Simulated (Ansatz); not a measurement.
HgSe:
```cif
data_Hg4Se4
_chemical_formula_sum 'Se4 Hg4'
_space_group_name_H-M_alt 'F-43m'
_space_group_IT_number 216
_space_group_name_Hall 'F -4 2 3'
_cell_length_a 6.13286
_cell_length_b 6.13286
_cell_length_c 6.13286
_cell_angle_alpha 90.000
_cell_angle_beta 90.000
_cell_angle_gamma 90.000
loop_
_atom_site_label
_atom_site_type_symbol
_atom_site_symmetry_multiplicity
_atom_site_Wyckoff_symbol
_atom_site_fract_x
_atom_site_fract_y
_atom_site_fract_z
_atom_site_occupancy
Se1 Se 4 c 0.25000 0.25000 0.25000 1
Hg1 Hg 4 a 0.00000 0.00000 0.00000 1
```
(The calculation used a cell of 2 atoms; values per cell refer to that cell.)

Relaxed with PBEsol. DFT-PBEsol in the program Ansatz with PAW potentials gives no gap.

### Question
What gap does HSE06 give on the same cell (Ansatz, PAW)?

### Answer
It stays without a gap at the points solved. The hybrid was solved on a coarser mesh and at special points; its gap is the smallest among all of these. On such a mesh it can open a false gap in a semimetal.

```tsv
k	v1 PBEsol	c1 PBEsol	v1 HSE06	c1 HSE06
Γ	0.00	0.00	0.00	0.00
X	-2.22	2.71	___	___
L	-0.94	1.04	___	___
W	-2.35	3.52	___	___
K	-1.81	2.85	___	___
```

### Question
Top valence (v1) and lowest conduction level (c1) in eV from each method's valence maximum (which need not be a listed point): supply the withheld HSE06 values.

### Answer

- W, v1 HSE06: -2.55
- W, c1 HSE06: 4.58
- L, v1 HSE06: -1.01
- L, c1 HSE06: 1.94
- K, v1 HSE06: -1.95
- K, c1 HSE06: 3.80
- X, v1 HSE06: -2.38
- X, c1 HSE06: 3.63

Cost on shared cores: the PBEsol run (SCF on a 12×12×12 mesh, then bands and DOS) very roughly 30 core-seconds, the HSE06 run (SCF on 6×6×6, then a few points) roughly 100 core-seconds; the tasks are unlike.

The cell was relaxed with PBEsol under the symmetry of its start. Spin–orbit coupling is left out wherever it is not named.

Potentials: the later of the program's two PAW sets.
